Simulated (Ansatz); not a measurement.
BN:
```
BN
1.0
    1.24880     0.72100     3.29093
   -1.24880     0.72100     3.29093
    0.00000    -1.44199     3.29093
B N
1 1
Direct
  0.99967   0.99967   0.99967
  0.33276   0.33276   0.33276
```

This is the r²SCAN+D4-relaxed structure. x, y and z are the axes in which the lattice vectors are written.

Question: All from DFT-r²SCAN+D4 in the program Ansatz with PAW potentials, unless another level is named. Give the highest zone-centre frequency (without LO–TO term).

Answer: 1376 cm^-1.

Question: And the bulk modulus (Birch–Murnaghan fit)?

Answer: 31.8 GPa.

Question: What about the piezoelectric stress constants (proper, relaxed ions, C/m²)?

Answer: e16 = e21 = 0.37, e22 = -0.37, e31 = e32 = 0.04, e33 = -0.11.

Space group R3m. The first step of the workflow began from a Materials Project structure, measured or hypothetical; the Crystallography Open Database copy checked does not list it. It is not the phase usual at ambient conditions (space group No. 186, 194, 216). The cell was relaxed with r²SCAN+D4 under the symmetry of its start; its stability against distortions is not shown here. Signs of piezoelectric constants follow the polarity of the cell as given.

Potentials: the earlier of the program's two PAW sets. The files were generated under PBE; for other functionals the program regenerates the frozen cores, and for LDA and PBEsol the local potential too.
